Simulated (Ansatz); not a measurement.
Ansatz (an electronic-structure program) input:

Ansatz 0.2 input:
```yaml
crystal:
  lattice:
    - [5.2913300733, 0.0, 0.0]
    - [-2.6456650366, 4.5824262633, 0.0]
    - [0.0, 0.0, 4.9309260865]
  atoms:
    - { symbol: Ta, position: [0.6669854268, 0.6669854268, 0.7531535622] }
    - { symbol: Ta, position: [0.3330145732, 0.3330145732, 0.2468464378] }
    - { symbol: Ta, position: [0.3330145732, 0.0, 0.7531535622] }
    - { symbol: Ta, position: [0.6669854268, 0.0, 0.2468464378] }
    - { symbol: Ta, position: [0.0, 0.3330145732, 0.7531535622] }
    - { symbol: Ta, position: [0.0, 0.6669854268, 0.2468464378] }
    - { symbol: N, position: [0.6666666667, 0.3333333333, 0.5] }
    - { symbol: N, position: [0.3333333333, 0.6666666667, 0.5] }
    - { symbol: N, position: [0.0, 0.0, 0.0] }
kpoints:
  mp_grid: { grid: [9, 9, 8] }
hamiltonian:
  xc: r2scan
  pseudopotentials: { azcp: { folder: ./paw }, kind: paw }
scf:
  occupations: { method: fermi_dirac, width: 0.1 }
phonons:
  method: dfpt
  response_accuracy: low
  eigenvectors: true
  rigid_motions: translations
```

Output (shortened):

```
zone centre: on kpoints.mp_grid the ground state, and the responses unless they are solved on pairs of k-points, stand on 325 of the mesh's 648 k-points, …
Pseudopotentials: kind: paw
Pseudopotential: Ta, paw, valence charge 13
Pseudopotential: N, paw, valence charge 5
Functional definition: r2SCAN
Crystal: 9 atoms, lattice volume = 119.561 Å³
Basis set: ecut = 500 eV, 3005 PW (Γ), exchange–correlation on 200×200×180 points (125 copies of the dense FFT grid, shifted against one another)
Bands: 56, of which v1, the nominal top of the filled ones, is band 47 counted from 1 (46 counted from 0)
Symmetry: 12 space group operations
k-points: 325 of 648 (irreducible under 1 space group operation, time reversal used)
PAW frozen core: Ta, regenerated for the run's functional
PAW frozen core: N, regenerated for the run's functional
Initial density: superposition of atomic densities (chi_scale 0.1, normalization cell, long waves kept (reshape's long-wave potential 0.02 eV rms))
Initial wavefunctions: pseudopotential atomic-orbital guess
Eigensolver: davidson
Functional: x = r2scan, c = r2scan; τ floored in thin density (d = 2e-4 eV/Å³)
SCF iter   1: F=—  HF=-60834.519712 eV  |F-HF|=—  |Δ(HF+E_count)|=         —  Δρ=4.51e-2  dr2=3.05e0  dr2_τ=4.08e-1  ethr=3.10e-3  ⟨swp⟩=5.9  Hψ=72064  notcnv=0
all-band conjugate gradients solve this SCF's bands
preconditioner: auto → Kerker (q_TF=auto, 2.616 Å⁻¹)
SCF iter   2: F=—  HF=-60834.887302 eV  |F-HF|=—  |Δ(HF+E_count)|=   3.68e-1  Δρ=2.97e-2  dr2=1.32e0  dr2_τ=4.79e-2  ethr=3.10e-3  ⟨swp⟩=2.0  Hψ=23540  notcnv=0  defer=7
SCF iter   3: F=—  HF=-60834.880618 eV  |F-HF|=—  |Δ(HF+E_count)|=   6.68e-3  Δρ=7.06e-3  dr2=1.15e-1  dr2_τ=1.78e-2  ethr=1.42e-3  ⟨swp⟩=2.2  Hψ=28352  notcnv=0  defer=7
SCF iter   4: F=—  HF=-60834.859517 eV  |F-HF|=—  |Δ(HF+E_count)|=   2.11e-2  Δρ=2.68e-3  dr2=1.37e-2  dr2_τ=8.18e-4  ethr=1.24e-4  ⟨swp⟩=2.0  Hψ=26015  notcnv=0  defer=2
SCF iter   5: F=—  HF=-60834.857542 eV  |F-HF|=—  |Δ(HF+E_count)|=   1.97e-3  Δρ=7.89e-4  dr2=6.73e-4  dr2_τ=7.06e-5  ethr=1.47e-5  ⟨swp⟩=2.0  Hψ=25571  notcnv=0  defer=1
SCF iter   6: F=—  HF=-60834.857592 eV  |F-HF|=—  |Δ(HF+E_count)|=   5.01e-5  Δρ=1.55e-4  dr2=3.15e-5  dr2_τ=1.34e-6  ethr=7.24e-7  ⟨swp⟩=2.0  Hψ=25223  notcnv=0  defer=1
SCF iter   7: F=—  HF=-60834.857594 eV  |F-HF|=—  |Δ(HF+E_count)|=   2.06e-6  Δρ=4.10e-5  dr2=1.80e-6  dr2_τ=2.24e-7  ethr=3.39e-8  ⟨swp⟩=2.0  Hψ=25581  notcnv=0  defer=1
SCF iter   8: F=—  HF=-60834.857594 eV  |F-HF|=—  |Δ(HF+E_count)|=   1.58e-7  Δρ=1.32e-5  dr2=2.59e-7  dr2_τ=2.91e-8  ethr=1.93e-9  ⟨swp⟩=2.0  Hψ=25852  notcnv=0  defer=1
SCF iter  12: F=-60834.857594 eV  HF=-60834.857594 eV  |F-HF|=4.37e-11  |Δ(HF+E_count)|=  1.46e-11  Δρ=3.28e-8  dr2=8.33e-13  dr2_τ=1.69e-13  ethr=1.00e-12  ⟨swp⟩=7.2  Hψ=88934  notcnv=0
SCF 1 converged in 12 iterations: F = -60834.857594 eV  dr2 = 8.33e-13
DFPT response loops at Γ: preconditioner auto → Kerker (q_TF=auto, 2.616 Å⁻¹) (partly filled bands, converged f_vac=0.000) …
phonon interpolation: 24 periodic images of 12 blocks of the force constants (a block to an ordered pair of atoms and a translation) lie up to 4.38e-3 Å …
SCF converged after 12 iterations
Free energy (F): -60834.857594 eV
Harris-Foulkes:  -60834.857594 eV  (|F-HF|=4.37e-11)
Internal energy: -60834.758579 eV  (E = F + TS)
E sigma→0 (E₀):  -60834.808087 eV
Entropy (-TS):   -0.099016 eV (-11.002 meV/atom)
Fermi energy:    19.802499 eV
--- Per-component energies (eV) ---
  E_band       = -593.211637
  E_kinetic    = 2758.969229
  E_local      = -3592.264210  (includes V_loc(G=0)·N_el)
  E_nonlocal   = 40.952989
  E_hartree    = 1304.962848
  E_xc         = -2013.268139
  E_vxc        = -1812.953198  (∫ρ·V_xc dr)
  E_paw        = -50386.802698  (= ΣΔE_a)
  E_vpaw       = -689.498923  (= ΣTr[D̂ρ^β])
  E_aug_tail   = 0.000312  (compensation charges beyond the density's cutoff)
  E_vtau       = 91.656468  (kinetic-family band-sum trace: ∫τ·v_τ [+ j·A + Jᵃ·Aᵃ] dr)
  E_ewald      = -8942.680989
  E_core_change = -4.627921  (= ΣΔE_core)
  E_smearing   = -0.099016  (= −TS)
  E_closure    = 0.000000  (closes the sum)
  Σ components = -60834.857594   (vs F -60834.857594, Δ=0.00e0)
  [band-id]    e_kinetic+e_local+e_nonlocal+2·e_hartree+e_vxc+e_vpaw+e_augmentation_tail+e_vtau = -593.211636   (vs E_band -593.211637, Δ=1.08e-6)
--- Band table (eV; the first three rows and the last of 325) ---
  k-point 0: bands = ["-50.5319", "-50.4492", "-50.4350", "-50.4350", "-50.4345", "-50.4345", "-17.1733", "-16.7828", "-16.6068", "-16.6068", "-16.5815", "-16.5815", "-16.5673", "-16.4508", "-16.4190", "-16.3293", "-16.3293", "-16.3073", "-16.3073", "-16.0461", "-16.0461", "-15.9368", "-15.9368", "-15.8867", "0.8947", "2.3046", "2.9110", "10.8690", "12.2576", "12.2576", "12.5160", "12.5160", "13.1665", "13.1665", "13.3024", "13.3627", "13.6087", "16.4360", "16.9420", "16.9420", "17.6823", "17.6823", "17.9379", "19.0759", "19.2792", "19.2792", "19.3520", "19.7878", "19.7878", "20.6309", "20.6309", "21.6063", "21.6063", "22.9362", "22.9529", "23.4993"]
  k-point 1: bands = ["-50.5288", "-50.4523", "-50.4351", "-50.4351", "-50.4344", "-50.4344", "-17.1413", "-16.7699", "-16.6971", "-16.6971", "-16.5504", "-16.5256", "-16.5256", "-16.4709", "-16.4329", "-16.3688", "-16.3688", "-16.2382", "-16.2382", "-16.0378", "-16.0378", "-15.9369", "-15.9369", "-15.9229", "0.9728", "2.3103", "2.8370", "10.9144", "11.8254", "11.8254", "12.8851", "12.8851", "13.0121", "13.2112", "13.2112", "13.2808", "14.0688", "16.5258", "17.0180", "17.0180", "17.6773", "17.6773", "17.8857", "18.9051", "19.0500", "19.0500", "19.3580", "19.9811", "19.9811", "20.8579", "20.8579", "21.5344", "21.5344", "22.5073", "23.0008", "23.4124"]
  k-point 2: bands = ["-50.5200", "-50.4613", "-50.4352", "-50.4352", "-50.4343", "-50.4343", "-17.0510", "-16.7876", "-16.7876", "-16.7333", "-16.5530", "-16.5530", "-16.5387", "-16.4919", "-16.4718", "-16.3280", "-16.3280", "-16.1752", "-16.1752", "-16.0215", "-16.0187", "-16.0187", "-15.9336", "-15.9336", "1.1936", "2.3243", "2.6261", "11.0395", "11.3806", "11.3806", "12.6387", "12.9170", "12.9170", "13.2303", "13.5837", "13.5837", "14.7723", "16.7646", "17.1823", "17.1823", "17.7063", "17.7063", "17.7585", "18.5016", "18.7051", "18.7051", "19.1908", "20.2828", "20.2828", "21.3163", "21.3163", "21.5464", "21.5464", "21.7387", "22.9797", "22.9797"]
  k-point 324: bands = ["-50.4985", "-50.4694", "-50.4551", "-50.4389", "-50.4300", "-50.4284", "-17.0445", "-16.8302", "-16.7487", "-16.6970", "-16.6116", "-16.5629", "-16.5179", "-16.3945", "-16.3416", "-16.3280", "-16.2706", "-16.1999", "-16.1927", "-16.1556", "-16.1089", "-16.0712", "-15.9239", "-15.9103", "1.6266", "2.1565", "2.4204", "10.9524", "11.3336", "11.6705", "12.0872", "12.6278", "13.2654", "13.3365", "13.7176", "13.9604", "15.2854", "15.6372", "16.1249", "16.5980", "16.8247", "17.1894", "17.6105", "17.7934", "18.2525", "20.0004", "20.2818", "20.6764", "21.3644", "21.4758", "21.6513", "21.8120", "22.4251", "22.5798", "23.1079", "23.3724"]
  band table: 56 of 56 bands, residual norms ≤ 1.0e-3 eV
--- Phonons (Γ-DFPT): 6 representative perturbations + reference, on 325 of 648 k-points (Σ response iterations 44) ---
  k mesh reduced under 1 symmetry operation, with k and −k counted as one. Each operation leaves every solved perturbation unchanged …
  ASR residual: 2.025e-3 → 0.000e0 eV/Å²; symmetrization residual: 8.100e-5 eV/Å²
  ASR residual per site (eV/Å²): 5.45e-4 5.45e-4 5.64e-4 5.64e-4 5.45e-4 5.45e-4 2.02e-3 2.02e-3 2.01e-3
  Γ frequencies (cm⁻¹): 0.00 0.00 0.00 110.91 110.91 145.70 145.70 153.99 153.99 164.54 165.20 166.26 174.94 174.94 175.21 175.21 197.76 245.33 534.92 534.92 582.11 587.31 587.31 589.11 598.20 617.47 617.47
  non-analytic LO–TO correction: not included (Born effective charges unavailable; polar crystals: no LO–TO splitting at Γ)
```

Cost: very roughly 60 core-minutes on shared cores.

Space group P-31m. The first step of the workflow began from a Materials Project structure, measured or hypothetical; the Crystallography Open Database copy checked does not list it. Whether it is the stable phase at ambient conditions was not checked. Symmetry was held in the r²SCAN relaxation; whether a distortion lowers the energy is not shown. No spin polarisation was allowed. With an odd number of electrons in the cell and no spin polarisation, the count alone makes it a metal. As this level gives no gap, phonon frequencies hold no LO–TO term and depend on the k-mesh and smearing (Fermi–Dirac, 0.1 eV here). Scalar-relativistic: spin–orbit coupling is off unless named, which matters more the heavier the elements.

Potentials: the earlier of the program's two PAW sets. The files were generated under PBE; for other functionals the program regenerates the frozen cores, and for LDA and PBEsol the local potential too.

Ansatz is a plane-wave DFT program.
